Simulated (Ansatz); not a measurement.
Sc (dhcp (α-La type), P6_3/mmc) at seven volumes, r²SCAN in the plane-wave PAW code Ansatz, shape and atoms relaxed at each. One row is withheld.

```csv
V (Å³/atom),P (GPa)
22.747,?
23.496,3.63
24.246,1.71
24.996,0.00
25.746,-1.51
26.496,-2.85
27.246,-4.04
```

Task: Fit the shown pressures and predict the withheld one.

Result: Third-order Birch–Murnaghan: P = (3/2)B₀(x^(7/2) − x^(5/2))[1 + (3/4)(B′ − 4)(x − 1)] with x = (V₀/V)^(2/3). Least squares on the six rows gives V₀ = 24.997 Å³/atom, B₀ = 53.48 GPa, B′ = 3.01. At V = 22.747, x = 1.0649 and P = 5.80 GPa. The run itself gave 5.80 GPa.

The start of the workflow was typed in or built on a structure type. Its sites differ from those of the usual phase in this space group: another stacking or structure type. The cell was relaxed with r²SCAN under the symmetry of its start; its stability against distortions is not shown here. No spin polarisation was allowed.

Potentials: the later of the program's two PAW sets.
